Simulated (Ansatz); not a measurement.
CsPbBr3 (cubic perovskite, space group No. 221) at seven volumes, PBEsol (plane waves, PAW; program Ansatz), scaled uniformly. One row is withheld.

| V (Å³/atom) | P (GPa) |
|---|---|
| 36.744 | ? |
| 37.955 | 1.53 |
| 39.167 | 0.70 |
| 40.378 | 0.00 |
| 41.589 | -0.59 |
| 42.801 | -1.09 |
| 44.012 | -1.50 |

**Question.** Fit the shown pressures and predict the withheld one.

**Answer.** P = (3/2)B₀(x^(7/2) − x^(5/2))[1 + (3/4)(B′ − 4)(x − 1)] with x = (V₀/V)^(2/3). Least squares on the six rows gives V₀ = 40.376 Å³/atom, B₀ = 21.4 GPa, B′ = 4.75. At V = 36.744, x = 1.0649 and P = 2.52 GPa. The run itself gave 2.52 GPa.

Space group Pm-3m (cubic perovskite). This is a known high-temperature phase of the composition, computed here at zero pressure and temperature. The PBEsol relaxation kept the symmetry of its start; its stability against distortions is not shown here. Spin–orbit coupling is left out wherever it is not named.

Potentials: the later of the program's two PAW sets.
